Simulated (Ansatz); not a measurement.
Starting cell, AlRu (CsCl type):

```xyz
4
Lattice="5.9650 0.0000 0.0000 0.0000 2.9825 0.0000 0.0000 0.0000 2.9825" Properties=species:S:1:pos:R:3 pbc="T T T"
Al     0.0000     0.0000     0.0000
Al     2.9825     0.0000     0.0000
Ru     1.4913     1.4913     1.4913
Ru     4.4738     1.4913     1.4913
```

In this cell atom 4 (Ru, nearest neighbour Al at 2.583 Å; its periodic images, 3.0 Å or more away, move with it) is moved by s along Cartesian z, unit vector (0.000, 0.000, 1.000); all other atoms and the cell stay fixed.

Level of theory: r2SCAN (plane waves to 500 eV, PAW, scalar-relativistic; Ansatz, a program for electronic structure). k mesh 7×13×13 (Γ-centred), Fermi-Dirac smearing 0.05 eV. The energy includes the smearing's −TS. With partly filled bands, energies and forces of such displacements shift with the k mesh and the smearing. AlRu is run without spin polarisation. AlRu was relaxed with its symmetry unable to fall. ΔE is measured from the undisplaced structure. The last digit holds for this mesh only.

```json
[
 {"s (Å)": "-0.770", "ΔE (meV/cell)": "2284.9"},
 {"s (Å)": "-0.616", "ΔE (meV/cell)": "1545.4"},
 {"s (Å)": "-0.462", "ΔE (meV/cell)": "908.1"},
 {"s (Å)": "-0.308", "ΔE (meV/cell)": "withheld"},
 {"s (Å)": "-0.154", "ΔE (meV/cell)": "106.6"},
 {"s (Å)": "0.000", "ΔE (meV/cell)": "0.0"},
 {"s (Å)": "0.154", "ΔE (meV/cell)": "106.6"},
 {"s (Å)": "0.308", "ΔE (meV/cell)": "withheld"},
 {"s (Å)": "0.462", "ΔE (meV/cell)": "908.1"},
 {"s (Å)": "0.616", "ΔE (meV/cell)": "1545.4"},
 {"s (Å)": "0.770", "ΔE (meV/cell)": "2284.9"}
]
```

Fit an even polynomial form (powers 2, 4, 6) to the given rows and predict ΔE at s = -0.308.

Least squares on the 9 given rows: ΔE = (4506)·s² + (-1220)·s⁴ + (200.8)·s⁶, in meV/cell with s in Å; root-mean-square residual 0.28 meV/cell. At -0.308 the fit gives 416.6 meV/cell; the calculation gives 417.5 meV/cell, so the interpolation is off by -0.9 (-0.2 %). The quadratic term alone would give 427.5 meV/cell.

(A displaced cell: forces are minus the slopes of the energy, force constants its curvatures, and phonons follow from these.)
